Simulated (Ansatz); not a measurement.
LaZrNO₂:
```yaml
crystal:
  lattice:
    - [-2.94130, 2.94573, 4.08926]
    - [2.94130, -2.94573, 4.08926]
    - [2.94130, 2.94573, -4.08926]
  atoms:
    - { symbol: La, position: [0.75000, 0.97842, 0.22842] }
    - { symbol: La, position: [0.25000, 0.52158, 0.27158] }
    - { symbol: Zr, position: [0.01564, 0.75000, 0.76564] }
    - { symbol: Zr, position: [0.48436, 0.25000, 0.73436] }
    - { symbol: N, position: [0.31389, 0.56389, 0.75000] }
    - { symbol: N, position: [0.18611, 0.93611, 0.25000] }
    - { symbol: O, position: [0.75000, 0.39118, 0.64118] }
    - { symbol: O, position: [0.25000, 0.10882, 0.85882] }
    - { symbol: O, position: [0.80933, 0.55933, 0.25000] }
    - { symbol: O, position: [0.69067, 0.94067, 0.75000] }
```

Relaxed with r²SCAN.

Problem. Give the Bader charges and basin volumes of the independent atoms, DFT-r²SCAN in the program Ansatz with PAW potentials.

Solution. 

```csv
atom,Bader charge (e),Bader volume (Å³)
La1,+2.04,18.9
Zr3,+2.51,10.2
N5,-1.75,14.6
O7,-1.40,13.6
O9,-1.41,13.6
```

Space group I2_12_12_1. The start of the workflow was typed in or built on a structure type; neither database checked (COD, Materials Project) lists it. Its standing as an ambient phase is unchecked. Symmetry was held in the r²SCAN relaxation; its stability against distortions is not shown here. No spin polarisation was allowed. Scalar-relativistic: spin–orbit coupling is off unless named, which matters more the heavier the elements.

Potentials: the earlier of the program's two PAW sets. The files were generated under PBE; for other functionals the program regenerates the frozen cores, and for LDA and PBEsol the local potential too.
